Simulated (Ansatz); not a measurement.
## Ir (omega (AlB2-type)): energy against volume

These are results of DFT, PBEsol, plane waves (420 eV) with PAW, scalar-relativistic in Ansatz 0.2.0, not measurements. The PAW files were generated under PBE, with cores re-solved for the functional.

The cell is scaled uniformly from the relaxed one, with fractional coordinates and shape fixed. Energies are extrapolated to zero smearing, pressures are those at the given smearing. Magnetic state: spin not included.

A Birch-Murnaghan fit gives V₀ = 14.48 Å³/atom, B₀ = 360 GPa, B₀′ = 5.0.

Question: What are the energy above the minimum and the pressure at 13.338 Å³/atom?

Answer: 119.4 meV/atom and 36.75 GPa as computed.

Question: What are the energy above the minimum and the pressure at 13.918 Å³/atom?

Answer: 26.5 meV/atom and 16.17 GPa as computed.

Question: What are the energy above the minimum and the pressure at 16.238 Å³/atom?

Answer: 190.2 meV/atom and -30.41 GPa as computed.
